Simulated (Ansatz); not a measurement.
ZnBF₆: input and output

The input, for Ansatz 0.2.0 (plane waves, PAW):

```yaml
crystal:
  lattice:
    - [4.845726, 0.0, 0.0]
    - [-2.354935, 4.287146, 0.0]
    - [0.064073, -2.556717, 4.578355]
  atoms:
    - { symbol: F, position: [0.2508, 0.8537, 0.7367] }
    - { symbol: F, position: [0.7492, 0.1463, 0.2633] }
    - { symbol: F, position: [0.5758, 0.4399, 0.7232] }
    - { symbol: F, position: [0.4242, 0.5601, 0.2768] }
    - { symbol: F, position: [0.8644, 0.1243, 0.7376] }
    - { symbol: F, position: [0.1356, 0.8757, 0.2624] }
    - { symbol: Zn, position: [0.0, 0.0, 0.0] }
    - { symbol: B, position: [0.5, 0.0, 0.5] }
kpoints:
  mp_grid: { grid: [5, 5, 4], shift: [0.0, 0.5, 0.5] }
magnetization:
  spin_polarized: false
scf:
  occupations: { method: gaussian, width: 0.0173 }
  lower_state_search: "off"
  max_iter: 200
hamiltonian:
  pseudopotentials: { kind: paw }
  xc: pbe
basis:
  ecutwfc: 420
  fft_grid_basis: typed
output:
  forces: true
  stress: true
  eigenvalues: true
  bader: true
  populations: true
  elf: true
  write_potential: true
  volumetric_format: npy
  dos:
    e_range: [-12, 8]
    de: 0.05
    projected: { site_lists: { B: [B], F: [F], Zn: [Zn] } }
checkpoint:
  read: saved_state
```

The run starts from an earlier solution of this cell. 

Excerpt of what it printed:

```
Free energy (F): -8321.1643 eV
Harris-Foulkes:  -8321.1643 eV  (|F-HF|=6.94e-9)
Internal energy: -8321.1619 eV  (E = F + TS)
E sigma→0 (E₀):  -8321.1631 eV
Entropy (-TS):   -0.0024 eV (-0.295 meV/atom)
Fermi energy:    -0.0032 eV
--- Per-component energies (eV) ---
  E_band       = -343.8850
  E_kinetic    = 1387.7410
  E_local      = -5548.0377  (includes V_loc(G=0)·N_el)
  E_nonlocal   = 1067.6553
  E_hartree    = 2116.8820
  E_xc         = -636.2526
  E_vxc        = -688.3966  (∫ρ·V_xc dr)
  E_paw        = -3108.7504  (= ΣΔE_a)
  E_vpaw       = -796.6277  (= ΣTr[D̂ρ^β])
  E_aug_tail   = 0.0120  (compensation charges beyond the density's cutoff)
  E_ewald      = -3600.4115
  E_smearing   = -0.0024  (= −TS)
--- Forces (eV/Å), atoms counted from 1 ---
  atom   1  F      1.0497     1.3602    -1.3194
  atom   2  F     -1.0497    -1.3602     1.3194
  atom   3  F      1.2466    -2.0128    -1.6247
  atom   4  F     -1.2466     2.0128     1.6247
  atom   5  F     -1.7192     0.2145    -1.1644
  atom   6  F      1.7192    -0.2145     1.1644
  atom   7  Zn     0.0000     0.0000     0.0000
  atom   8  B      0.0000     0.0000     0.0000
--- Stress (GPa, compression-positive) ---
      -14.6322       1.3063       1.1525
        1.3063     -15.5492      -2.4305
        1.1525      -2.4305     -17.9996
  P = ⅓ Tr σ = -16.0603 GPa (-160.603 kbar)
--- Bader charges: 8 sites ---
  site symbol  charge [e]  shift [e]
     0      F     -0.6058     0.0026
     1      F     -0.6058     0.0026
     2      F     -0.6060     0.0001
     3      F     -0.6060     0.0001
     4      F     -0.6136     0.0026
     5      F     -0.6136     0.0026
     6     Zn      1.6107     0.0098
     7      B      2.0400     0.0006
```

Total energies depend on the potentials used, so only differences within one code and one set of settings carry meaning.

Origin: a known structure type with other elements, at an estimated volume, so it need not be a known compound. Caveats: many states at the Fermi level without spin polarisation, so a magnetic state may lie lower; the k mesh is coarse if the cell is a metal; atoms or cell far from equilibrium.
